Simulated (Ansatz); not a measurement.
SiW:
```xyz
2
Lattice="3.0370 0.0000 0.0000 0.0000 3.0370 0.0000 0.0000 0.0000 3.0370" Properties=species:S:1:pos:R:3 pbc="T T T"
W      0.0000     0.0000     0.0000
Si     1.5185     1.5185     1.5185
```

This is the r²SCAN-relaxed structure.

Question: All from plane-wave PAW r²SCAN (Ansatz code), unless another level is named. Give the bulk modulus (Birch–Murnaghan fit).

Answer: 251 GPa.

Question: Give the elastic constants (relaxed ions, GPa).

Answer: C11 = 280, C12 = 232, C44 = 92.3.

Space group Pm-3m (CsCl type). A made-up cell: these elements were put on the sites of a structure type; neither database checked (COD, Materials Project) lists it. Its standing as an ambient phase is unchecked. The cell was relaxed with r²SCAN under the symmetry of its start; its stability against distortions is not shown here. No spin polarisation was allowed. As this level gives no gap, shear constants depend on the k-mesh and smearing (Fermi–Dirac, 0.1 eV here). Scalar-relativistic: spin–orbit coupling is off unless named, which matters more the heavier the elements.

Potentials: the earlier of the program's two PAW sets.
